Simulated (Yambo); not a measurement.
Data:

```
CELL_PARAMETERS angstrom
      0.00000     3.45324     3.45324
      3.45324     0.00000     3.45324
      3.45324     3.45324     0.00000
ATOMIC_POSITIONS crystal
  H  0.39758 0.80726 0.39758
  H  0.39758 0.39758 0.80726
  H  0.39758 0.39758 0.39758
  H  0.80726 0.39758 0.39758
  B  0.50000 0.50000 0.50000
  Rb 0.00000 0.00000 0.00000
```

Workflow: PBEsol (Quantum ESPRESSO, PseudoDojo norm-conserving, 76 Ry, with spin-orbit coupling), then G0W0 in Yambo (4×4×4 Γ-centred k mesh, 162 bands and a 6 Ry block in the screening, 162 bands in G with the Bruneval-Gonze terminator, plasmon pole fitted at 27.2 eV).

Question: Give the PBEsol and G0W0 gaps between the band edges found on this mesh, and say where the edges lie.

Answer: Edges: Γ → X. PBEsol: 5.90 eV; G0W0: 8.94 eV. Nearest settings tried, and what they do to the gap: 102 bands in W, 102 bands in G: -6 meV; 3 Ry block (65 vectors against 169): -208 meV. Not varied: mesh. So the settings aren't converged at that level. 

Geometry of the Materials Project entry, not relaxed at this level.

The structure is a Materials Project entry; no match was found in the copy of COD used, and its stability was not checked.
